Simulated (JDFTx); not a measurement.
An input for JDFTx (a modified build) (V(100), CANDLE, water, 1 M KCl; bohr, hartree) and the course of its log:

```
lattice \
  5.6359191941 0.0000000000 0.0000000000 \
  0.0000000000 5.6359191941 0.0000000000 \
  0.0000000000 0.0000000000 41.5739747418
coords-type Lattice
ion V 0.0000000000 0.0000000000 -0.1355636360 0
ion V 0.5000000000 0.5000000000 -0.0677818180 0
ion V 0.0000000000 0.0000000000 0.0000000000 0
ion V 0.5000000000 0.5000000000 0.0677818180 0
ion V 0.0000000000 0.0000000000 0.1355636360 0
ion-species pseudo/v_pbe_v1.4.upf
elec-cutoff 20 100
elec-ex-corr gga-PBE
coulomb-interaction Slab 001
coulomb-truncation-embed 0 0 0
kpoint-folding 8 8 1
elec-smearing Fermi 0.01
elec-n-bands 45
target-mu -0.106206
electronic-scf nIterations 100 energyDiffThreshold 1e-07
fluid LinearPCM
pcm-variant CANDLE
fluid-solvent H2O
fluid-cation K+ 1
fluid-anion Cl- 1
fluid-minimize nIterations 400 knormThreshold 1e-11
wavefunction read f0.wfns
elec-initial-eigenvals f0.eigenvals
elec-initial-fillings read f0.fillings
fluid-initial-state f0.fluidState
dump-name f0_u0.$VAR
dump End State Ecomponents EigStats BandEigs Forces ElecDensity IonicPositions Fillings Kpoints Dtot FluidDebug BoundCharge FluidDensity
```

```
[one cycle in 5 is shown, and the last three; fluid-solver lines are left out]
	FillingsUpdate:  mu: -0.106206000  nElectrons: 68.946324
SCF: Cycle:  0   G: -348.268056044043874   dG: +3.388e+00   |Residual|: 3.456e-01   |deigs|: 3.530e-09
	FillingsUpdate:  mu: -0.106206000  nElectrons: 65.586642
SCF: Cycle:  5   G: -351.550506501701136   dG: +1.266e-02   |Residual|: 6.049e-02   |deigs|: 3.483e-03
	FillingsUpdate:  mu: -0.106206000  nElectrons: 68.532204
SCF: Cycle: 10   G: -348.870625292707587   dG: +2.563e+00   |Residual|: 3.054e-01   |deigs|: 1.156e-02
	FillingsUpdate:  mu: -0.106206000  nElectrons: 68.191670
SCF: Cycle: 15   G: -349.465224576147079   dG: +5.308e-01   |Residual|: 2.783e-01   |deigs|: 1.853e-03
	FillingsUpdate:  mu: -0.106206000  nElectrons: 65.514681
SCF: Cycle: 20   G: -351.606009613123717   dG: +4.651e-02   |Residual|: 4.382e-02   |deigs|: 1.663e-03
	FillingsUpdate:  mu: -0.106206000  nElectrons: 68.218914
SCF: Cycle: 25   G: -349.348840988761879   dG: +2.396e-01   |Residual|: 2.730e-01   |deigs|: 8.416e-04
	FillingsUpdate:  mu: -0.106206000  nElectrons: 66.884449
SCF: Cycle: 30   G: -350.842468144440318   dG: +1.554e-01   |Residual|: 1.536e-01   |deigs|: 9.322e-04
	FillingsUpdate:  mu: -0.106206000  nElectrons: 65.949214
SCF: Cycle: 35   G: -351.481753578260964   dG: +1.134e-01   |Residual|: 6.661e-02   |deigs|: 1.644e-03
	FillingsUpdate:  mu: -0.106206000  nElectrons: 70.410183
SCF: Cycle: 40   G: -345.081817877138519   dG: +2.280e-01   |Residual|: 4.866e-01   |deigs|: 4.748e-04
	FillingsUpdate:  mu: -0.106206000  nElectrons: 68.929005
SCF: Cycle: 45   G: -348.534078935968239   dG: +2.639e-01   |Residual|: 3.189e-01   |deigs|: 1.001e-03
	FillingsUpdate:  mu: -0.106206000  nElectrons: 68.129278
SCF: Cycle: 50   G: -349.699431282433864   dG: +9.972e-01   |Residual|: 2.497e-01   |deigs|: 4.059e-03
	FillingsUpdate:  mu: -0.106206000  nElectrons: 65.933086
SCF: Cycle: 55   G: -351.602132911959586   dG: -1.483e-02   |Residual|: 3.794e-02   |deigs|: 2.754e-04
	FillingsUpdate:  mu: -0.106206000  nElectrons: 65.150234
SCF: Cycle: 60   G: -351.626766491608919   dG: +3.142e-02   |Residual|: 2.854e-02   |deigs|: 2.091e-03
	FillingsUpdate:  mu: -0.106206000  nElectrons: 65.487187
SCF: Cycle: 65   G: -351.662075732018309   dG: -6.139e-05   |Residual|: 3.411e-04   |deigs|: 4.989e-05
	FillingsUpdate:  mu: -0.106206000  nElectrons: 65.490341
SCF: Cycle: 70   G: -351.662081033976051   dG: -1.054e-06   |Residual|: 1.096e-04   |deigs|: 1.490e-05
	FillingsUpdate:  mu: -0.106206000  nElectrons: 65.491265
SCF: Cycle: 75   G: -351.662081417780144   dG: -5.925e-08   |Residual|: 2.537e-05   |deigs|: 3.553e-06
	FillingsUpdate:  mu: -0.106206000  nElectrons: 65.491497
SCF: Cycle: 80   G: -351.662081400042666   dG: -2.203e-07   |Residual|: 5.415e-05   |deigs|: 4.391e-06
	FillingsUpdate:  mu: -0.106206000  nElectrons: 65.491343
SCF: Cycle: 85   G: -351.662081427285557   dG: -6.151e-08   |Residual|: 4.841e-05   |deigs|: 3.843e-06
	FillingsUpdate:  mu: -0.106206000  nElectrons: 65.491542
SCF: Cycle: 90   G: -351.662081427690339   dG: -8.458e-08   |Residual|: 3.035e-05   |deigs|: 1.607e-05
	FillingsUpdate:  mu: -0.106206000  nElectrons: 65.490835
SCF: Cycle: 95   G: -351.662081358767352   dG: +2.977e-08   |Residual|: 6.196e-05   |deigs|: 8.311e-05
	FillingsUpdate:  mu: -0.106206000  nElectrons: 65.491873
SCF: Cycle: 97   G: -351.662081407135133   dG: -4.400e-07   |Residual|: 3.797e-05   |deigs|: 7.001e-05
	FillingsUpdate:  mu: -0.106206000  nElectrons: 65.491824
SCF: Cycle: 98   G: -351.662081393369306   dG: +1.377e-08   |Residual|: 3.957e-05   |deigs|: 5.204e-05
	FillingsUpdate:  mu: -0.106206000  nElectrons: 65.491512
SCF: Cycle: 99   G: -351.662081467844473   dG: -7.448e-08   |Residual|: 1.895e-05   |deigs|: 4.402e-05
SCF: None of the convergence criteria satisfied after 100 iterations.
IonicMinimize: Iter:   0  G: -351.662081467844473  |grad|_K:  0.000e+00
IonicMinimize: Converged (|grad|_K<1.000000e-04).
```

This run gave no converged result. The loop ran out of cycles short of its threshold. It has stalled and not diverged: the last ten energies span 1e-06 Ha, so the total is near its end, but levels, forces and the electron count aren't shown converged.
